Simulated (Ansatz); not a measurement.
Here is the system:

NaPt₃O₄:
```xyz
16
Lattice="5.6800 0.0000 0.0000 0.0000 5.6800 0.0000 0.0000 0.0000 5.6800" Properties=species:S:1:pos:R:3 pbc="T T T"
Na     2.8400     2.8400     2.8400
Na     0.0000     0.0000     0.0000
Pt     4.2600     0.0000     2.8400
Pt     1.4200     0.0000     2.8400
Pt     2.8400     1.4200     0.0000
Pt     2.8400     4.2600     0.0000
Pt     0.0000     2.8400     1.4200
Pt     0.0000     2.8400     4.2600
O      4.2600     1.4200     1.4200
O      1.4200     4.2600     4.2600
O      1.4200     1.4200     4.2600
O      4.2600     4.2600     1.4200
O      1.4200     4.2600     1.4200
O      4.2600     1.4200     4.2600
O      4.2600     4.2600     4.2600
O      1.4200     1.4200     1.4200
```

This is the PBEsol-relaxed structure.

Q: All from plane-wave PAW PBEsol (Ansatz code), unless another level is named. Predict the Young's modulus.

A: 194 GPa.

Q: And the highest zone-centre frequency?

A: 653 cm⁻¹.

Space group Pm-3n. The first step of the workflow began from a Materials Project structure, measured or hypothetical; the Crystallography Open Database files this formula in space group No. 223, but the cells were not matched. Its standing as an ambient phase is unchecked. The PBEsol relaxation kept the symmetry of its start; of distortions, only those at the zone centre were tested. The run is not spin-polarised. As this level gives no gap, phonon frequencies hold no LO–TO term and depend on the k-mesh and smearing (Fermi–Dirac, 0.1 eV here). Scalar-relativistic: spin–orbit coupling is off unless named, which matters more the heavier the elements.

Potentials: the earlier of the program's two PAW sets.
